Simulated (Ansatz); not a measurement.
Starting cell, MgO (rock salt):

```
CELL_PARAMETERS angstrom
      0.00000     2.12687     2.12687
      2.12687     0.00000     2.12687
      2.12687     2.12687     0.00000
ATOMIC_POSITIONS crystal
  O  0.00000 0.00000 0.00000
  Mg 0.50000 0.50000 0.50000
```

In each cell atom 1 (O, nearest neighbour Mg at 2.127 Å; its periodic images, 3.0 Å or more away, move with it) moves by s·(0.707, 0.707, 0.000) (along Cartesian [110]), the rest being held.

All values below come from PBE (plane waves to 420 eV, PAW, scalar-relativistic; Ansatz, a quantum-chemistry and plane-wave program). k mesh 11×11×11 (Γ-centred), Fermi-Dirac smearing 0.05 eV. E stands for the smeared free energy. MgO was relaxed with its symmetry unable to fall. ΔE is measured from the undisplaced structure.

Successive frames, forces in eV/Å:

```
frame         ΔE (eV/cell)                F on O1                 F on Mg2
------------  ------------  ---------------------  -----------------------
s = -0.344 Å         0.305  (1.349, 1.349, 0.000)  (-1.349, -1.349, 0.000)
s = -0.258 Å         0.165  (0.950, 0.950, 0.000)  (-0.950, -0.950, 0.000)
s = -0.172 Å         0.071  (0.601, 0.601, 0.000)  (-0.601, -0.601, 0.000)
```

### Question
What are the energy and the forces in the next frame, s = -0.086 Å?

### Answer
ΔE (eV/cell) = 0.018.

```
atom      Fx      Fy     Fz
----  ------  ------  -----
O1     0.291   0.291  0.000
Mg2   -0.291  -0.291  0.000
```

(For displaced atoms, the force is minus the slope of the energy, and its curvature is a force constant, which sets phonon frequencies.)
